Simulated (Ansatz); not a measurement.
Data:

Be2C:
```yaml
crystal:
  lattice:
    - [0.00000, 2.13386, 2.13386]
    - [2.13386, 0.00000, 2.13386]
    - [2.13386, 2.13386, 0.00000]
  atoms:
    - { symbol: Be, position: [0.75000, 0.75000, 0.75000] }
    - { symbol: Be, position: [0.25000, 0.25000, 0.25000] }
    - { symbol: C, position: [0.00000, 0.00000, 0.00000] }
```

This is the LDA-relaxed structure.

**Question.** All from LDA in the plane-wave PAW code Ansatz, unless another level is named. Estimate the hole effective mass, band 1 of 3 at the edge.

**Answer.** 0.45 along [100], 3.5 along [110], 0.66 along [111] (mₑ).

**Question.** Next, the electron effective mass?

**Answer.** 0.23, 0.23, 0.71 mₑ (principal values).

**Question.** Predict the band gap.

**Answer.** 1.21 eV (indirect).

**Question.** Give the valence-band maximum.

**Answer.** at Γ.

Space group Fm-3m (fluorite or antifluorite type). The LDA relaxation kept the symmetry of its start.

Potentials: the earlier of the program's two PAW sets. The files were generated under PBE; for other functionals the program regenerates the frozen cores, and for LDA and PBEsol the local potential too.
